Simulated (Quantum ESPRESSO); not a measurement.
pw.x input (Quantum ESPRESSO 7.5; PBEsol, PseudoDojo standard norm-conserving files, scalar-relativistic):

```
&CONTROL
  calculation = 'scf'
  pseudo_dir = './pseudo'
  outdir = './out'
  tprnfor = .true.
  tstress = .true.
/
&SYSTEM
  ibrav = 0
  nat = 8
  ntyp = 3
  ecutwfc = 102.0
  ecutrho = 408.0
  occupations = 'smearing'
  smearing = 'fd'
  degauss = 0.002
  nbnd = 45
/
&ELECTRONS
  conv_thr = 8e-10
/
ATOMIC_SPECIES
F 18.9984 F.upf
Cd 112.4140 Cd.upf
Pb 207.2000 Pb.upf
CELL_PARAMETERS angstrom
  2.643949841000   1.526485153000   5.111937000000
 -2.643949841000   1.526485153000   5.111937000000
  0.000000000000  -3.052970305000   5.111937000000
ATOMIC_POSITIONS crystal
F   0.240040000000   0.604267000000   0.915470000000
F   0.759960000000   0.395733000000   0.084530000000
F   0.915470000000   0.240040000000   0.604267000000
F   0.084530000000   0.759960000000   0.395733000000
F   0.604267000000   0.915470000000   0.240040000000
F   0.395733000000   0.084530000000   0.759960000000
Cd   0.500000000000   0.500000000000   0.500000000000
Pb   0.000000000000   0.000000000000   0.000000000000
K_POINTS automatic
6 6 6 0 0 0
```

End of the output:

```

[...]
     the Fermi energy is     3.3481 ev
!    total energy              =    -784.82213593 Ry
     estimated scf accuracy    <          4.8E-10 Ry
     smearing contrib. (-TS)   =       0.00000000 Ry
     internal energy E=F+TS    =    -784.82213593 Ry
     The total energy is F=E-TS. E is the sum of the following terms:
     one-electron contribution =    -444.33317682 Ry
     hartree contribution      =     259.58796764 Ry
     xc contribution           =    -151.84454645 Ry
     ewald contribution        =    -448.23238031 Ry
     convergence has been achieved in   9 iterations
     Forces acting on atoms (cartesian axes, Ry/au):
     atom    1 type  1   force =     0.00170386    0.00240026   -0.00159340
     atom    2 type  1   force =    -0.00170386   -0.00240026    0.00159340
     atom    3 type  1   force =    -0.00293062    0.00027545   -0.00159340
     atom    4 type  1   force =     0.00293062   -0.00027545    0.00159340
     atom    5 type  1   force =     0.00122676   -0.00267572   -0.00159340
     atom    6 type  1   force =    -0.00122676    0.00267572    0.00159340
     atom    7 type  2   force =     0.00000000    0.00000000    0.00000000
     atom    8 type  3   force =     0.00000000    0.00000000    0.00000000
     Total force =     0.008199     Total SCF correction =     0.000016
     Computing stress (Cartesian axis) and pressure
          total   stress  (Ry/bohr**3)                   (kbar)     P=        0.74
   0.00001025   0.00000000   0.00000000            1.51        0.00        0.00
  -0.00000000   0.00001025  -0.00000000           -0.00        1.51       -0.00
   0.00000000  -0.00000000  -0.00000546            0.00       -0.00       -0.80
```
In a gapped system the printed Fermi energy is only some level inside the gap.

Spin-orbit coupling is not included.

Geometry of the Materials Project entry, not relaxed at this level.
